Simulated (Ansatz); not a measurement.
Re:
```yaml
crystal:
  lattice:
    - [-1.54270, 1.54270, 1.54270]
    - [1.54270, -1.54270, 1.54270]
    - [1.54270, 1.54270, -1.54270]
  atoms:
    - { symbol: Re, position: [0.00000, 0.00000, 0.00000] }
```

Relaxed with PBEsol. Special points in fractions of this cell's reciprocal vectors: Γ (0.000, 0.000, 0.000); H (0.500, -0.500, 0.500); N (0.000, 0.000, 0.500); P (0.250, 0.250, 0.250).

### Question
List the band energies nearest the Fermi level at these points for PBEsol with spin–orbit coupling (plane waves, PAW; program Ansatz).

### Answer
In eV from the Fermi level; about four levels below and three above (degenerate sets whole), none deeper than 8.9 eV; points with the same levels are listed once.

```csv
k,below,above
Γ,-2.96 -2.96 -2.96 -2.96 -2.35 -2.35,0.85 0.85 0.85 0.85
H,-7.22 -7.22 -7.22 -7.22,3.38 3.38 3.38 3.38
N,-5.04 -5.04 -0.17 -0.17,0.64 0.64 1.61 1.61
P,-4.12 -4.12 -4.12 -4.12,1.76 1.76 1.76 1.76
```

Space group Im-3m (bcc (W type)). The start of the workflow was typed in or built on a structure type; the Crystallography Open Database copy checked does not list it. It is not the phase usual at ambient conditions (space group No. 194). Symmetry was held in the PBEsol relaxation. At this level the phase is mechanically unstable. No spin polarisation was allowed.

Potentials: the earlier of the program's two PAW sets. The files were generated under PBE; for other functionals the program regenerates the frozen cores, and for LDA and PBEsol the local potential too.
